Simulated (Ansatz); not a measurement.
At an interface, nitrogen moves towards the element that binds it most strongly. Formation energy per nitrogen atom ranks the binary nitrides, and the reference for it cancels in every difference.

The yardstick is GaN. Reaction per N atom: the row's nitride plus the reference's other element gives the reference nitride plus the row's element.

Where the numbers come from (Ansatz, a plane-wave PAW program): ΔH_f: r²SCAN, 0 K, against the elements in the same set-up, no fitted corrections; the partner's electronegativity: pymatgen's element table.

Started from generated or typed cells, with no claim that the phase is known: 6H-AlN. Runs started from generated or typed cells of the structure named: GaN; β-Si3N4. Whether these are the forms stable at ambient conditions was not checked: Ta3N5 (Cmcm, oS32). Over 15 meV/atom above the lowest phase of their formula at hand: 6H-AlN (17 meV/atom, r²SCAN). Spin–orbit coupling is left out unless named. No other phase of the formula is at hand at the same level beside Ta3N5 (Cmcm, oS32). ΔH_f counts from the lowest computed solid of each element, oxygen or nitrogen as a molecular crystal: Al (Fm-3m), Ga (Cmce), N (Pa-3), Si (Fd-3m), Ta (Im-3m).

| crystal | ΔH_f (eV/atom) | atoms per N | electronegativity of the partner (Pauling) |
|---|---|---|---|
| 6H-AlN | −1.608 | 2.000 | 1.61 |
| GaN (wurtzite), reference | −0.645 | 2.000 | 1.81 |
| β-Si3N4 | −1.273 | 1.750 | 1.90 |
| Ta3N5 (Cmcm, oS32) | −1.263 | 1.600 | 1.50 |

Working rules: energy per N = ΔH_f × atoms per N; reaction energy = reference − row (positive: the row is not reduced).

Work out energy per N and reaction energy for Ta3N5 (Cmcm, oS32).


1. energy per N: −1.263 × 1.600 = −2.021 eV
2. reaction energy: (−1.290) − (−2.021) = 0.73 eV

Put the candidates in order of reaction energy, most stable first.

The same steps for every row:

| crystal | energy per N (eV) | reaction energy (eV) |
|---|---|---|
| 6H-AlN | −3.216 | 1.93 |
| GaN (wurtzite), reference | −1.290 | 0.00 |
| β-Si3N4 | −2.228 | 0.94 |
| Ta3N5 (Cmcm, oS32) | −2.021 | 0.73 |

In order of reaction energy, most stable first: 6H-AlN (1.93 ± 0.084), β-Si3N4 (0.94 ± 0.074), Ta3N5 (Cmcm, oS32) (0.73 ± 0.069), GaN (0.00 ± 0.084). The ± follows from allowances picked for this note (ΔH_f 0.04 eV/atom, 0.025 eV on the figure itself), carried to first order and added in quadrature, each row's own inputs moving alone; ≈ joins neighbours closer than their two ± added in quadrature. On this figure 3 of 3 candidates do clearly better than the reference.

Not reduced by the reference's element: 6H-AlN, β-Si3N4, Ta3N5 (Cmcm, oS32) (the elements of such rows can in turn scavenge nitrogen from GaN). Reduced: none.

Lower nitrides of the row's element, ternary and intermetallic products and entropy are ignored and can undo a positive result. Uncorrected formation energies carry the functional's error for the molecule, which cancels in the reaction energy. Phases over 50 meV/atom above the lowest one at hand were not drawn (by r²SCAN where it compared them, else by the largest value; a layered or molecular lowest phase counts only with a dispersion term); other phases could lie lower still. The rows are a sample and no shortlist: familiar crystals first, some related and some not, whatever their agreement with measurement; tables with many equal figures were not kept. Limits of the draw: ΔH_f under −0.1 eV/atom; for ΔH_f, runs without a dispersion term, no Mn, and elements whose lowest cell is their usual one. As a rule kept out of such tables: 4f compounds, open-shell compounds run without a Hubbard term, cells found unstable in the tests at hand, cells close to a higher symmetry, and runs set to a pressure or over 12 % in volume from the crystal's fullest run.
